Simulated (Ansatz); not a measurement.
Problem. Name crystals whose computed values (DFT-PBEsol in the program Ansatz with PAW potentials) fall in these windows: B₀ by P(V) fit (GPa) 96 to 120; Θ_D (K) 300 to 370; G_Hill (GPa) 68 to 92.

Solution. 

```
crystal                  B₀ by P(V) fit (GPa)  Θ_D (K)  G_Hill (GPa)
-----------------------  --------------------  -------  ------------
Lu3InN, anti-perovskite                   104      324          78.3
```
Others may fit too.

Standing as an ambient phase not checked: Lu3InN, anti-perovskite. The cell was relaxed under the symmetry of its start. Spin–orbit coupling is left out wherever it is not named.

Potentials: the later of the program's two PAW sets.
